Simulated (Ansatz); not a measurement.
TiSe$_{2}$ (CdI2 type)

```yaml
crystal:
  lattice:
    - [3.43761, 0.00000, 0.00000]
    - [-1.71880, 2.97705, 0.00000]
    - [0.00000, 0.00000, 5.80742]
  atoms:
    - { symbol: Ti, position: [0.00000, 0.00000, 0.00000] }
    - { symbol: Se, position: [0.33333, 0.66667, 0.26492] }
    - { symbol: Se, position: [0.66667, 0.33333, 0.73508] }
```

The slice is a (1 -1 0 0) plane (indices of the conventional cell) through the point (0.333, 0.667, 0.265) (fractional), spanned by u = [110] and v = [001] in vectors of this cell: u (3.44 Å) and v (5.81 Å, at 90° to u). It covers one period; positions are fractions (u, v).

Method: LDA (plane waves to 420 eV, PAW, scalar-relativistic; Ansatz, a program for electronic structure). k mesh 16×16×8. Near the nuclei the fields are pseudised (PAW); where an atom keeps semicore shells as valence, they peak there. TiSe2 is run without spin polarisation. TiSe2 was relaxed with its symmetry unable to fall.

Three fields on this plane, each scaled to ten steps between its own extremes (0 low, 9 high; the total valence density on a logarithmic scale, the potential cut 8 eV below its top; x marks points blanked near nuclei; v = 0 in the bottom row):

Map A
```
|xxxx0467640xxx|
|xxxx0455540xxx|
|xxx023333320xx|
|xx02321012320x|
|34442000002444|
|6664200x002466|
|87652000002567|
|88753000003578|
|88764200024678|
|98875210125788|
|99875200025789|
|99874100014789|
|9987510x015789|
|99975300035799|
|99987532357899|
|99998766678999|
|99999888889999|
|88899999999988|
|55689999999865|
|xx05799999750x|
|xxx058999850xx|
|xxxx1689861xxx|
|xxxx0588850xxx|
|xxxxx47874xxxx|
```

Map B
```
|xxxx9842489xxx|
|xxxx9731379xxx|
|xxx984111489xx|
|xx88520002588x|
|77752000002577|
|5542100x001245|
|32210011100122|
|11111112111111|
|01123444443211|
|00136777776310|
|00247899987420|
|00257999997520|
|0014799x997410|
|00137899987310|
|00025899985200|
|00013678763100|
|00001245421000|
|54210011100124|
|99741000001479|
|xx98520002589x|
|xxx984101489xx|
|xxxx9620269xxx|
|xxxx9731379xxx|
|xxxxx83138xxxx|
```

Map C
```
|xxxx9754579xxx|
|xxxx9754579xxx|
|xxx986555689xx|
|xx98765556789x|
|77766666666677|
|5555567x765555|
|34445678765444|
|22345678765432|
|22345788875432|
|12346789876432|
|12356899986532|
|12357899987532|
|1134689x986431|
|01246789876421|
|00135677765310|
|00123456543210|
|11112334332111|
|43322122212233|
|66543110113456|
|xx86421012468x|
|xxx864212468xx|
|xxxx8532358xxx|
|xxxx9643469xxx|
|xxxxx75457xxxx|
```

Q: Assign the maps to these fields: electron localisation function (ELF); valence electron density; electrostatic potential energy of an electron, from the cell's mean.

A: A is the electrostatic potential energy of an electron, from the cell's mean; B is the electron localisation function (ELF); C is the valence electron density.
